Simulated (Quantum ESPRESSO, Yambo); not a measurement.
A free-standing Cu2SO4 monolayer (symmetry C222, slab cell 14.8 Å high): one geometry, one set of norm-conserving PBEsol (Quantum ESPRESSO, 92 Ry, without SOC) orbitals, self-energies from Yambo (4×4×1 Γ-centred k mesh, bands 9 to 152 and a 5 Ry block in the screening, 152 bands in G with the Bruneval-Gonze terminator, plasmon pole fitted at 27.2 eV, slab-truncated Coulomb interaction, stochastic integration of W near q = 0).

```json
[
 {"level": "PBEsol (Quantum ESPRESSO)", "gap (0, -0.5) → Γ (eV)": "2.16", "direct gap at Γ (eV)": "2.47"},
 {"level": "exchange only (Hartree-Fock self-energy on PBEsol orbitals)", "gap (0, -0.5) → Γ (eV)": "11.99", "direct gap at Γ (eV)": "12.89"},
 {"level": "G0W0@PBEsol, plasmon pole", "gap (0, -0.5) → Γ (eV)": "___", "direct gap at Γ (eV)": "___"}
]
```

### Question
What belongs in the gaps?

### Answer

- G0W0@PBEsol, plasmon pole, gap (0, -0.5) → Γ (eV): 5.24
- G0W0@PBEsol, plasmon pole, direct gap at Γ (eV): 5.65

Bare exchange has no screening and gives the widest gap.

Nearest settings tried, and what they do to the gap: 69 bands in W, 69 bands in G: +192 meV; 81 bands in W: +100 meV. Not varied: block, mesh, cell height. So the settings aren't converged at that level. Oxides, nitrides and fluorides with a shallow 3d shell are known to need far more bands and larger blocks.

Geometry relaxed with PBEsol; primitive cell a = 4.4846 Å, b = 5.7450 Å, c = 14.8000 Å, α = β = 90.00°, γ = 112.97°.

This is a model layer cut from the bulk structure; whether it is stable on its own was not checked.
